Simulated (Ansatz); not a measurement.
AgCl:
```
CELL_PARAMETERS angstrom
      0.00000     2.67707     2.67707
      2.67707     0.00000     2.67707
      2.67707     2.67707     0.00000
ATOMIC_POSITIONS crystal
  Ag 0.50000 0.50000 0.50000
  Cl 0.00000 0.00000 0.00000
```

Relaxed with LDA.

Task: Decompose the optical modes at the zone centre into irreducible representations, and say which are infrared and Raman allowed.

Result: Point group m-3m: Γ_opt = T1u. Infrared: T1u. Raman: none.

Task: Assign frequencies (DFPT, LDA in the plane-wave PAW code Ansatz; without the LO–TO term).

Result: T1u 130 cm⁻¹.

Space group Fm-3m (rock salt). Symmetry was held in the LDA relaxation; phonons on a q-mesh show no instability. No spin polarisation was allowed.

Potentials: the later of the program's two PAW sets.
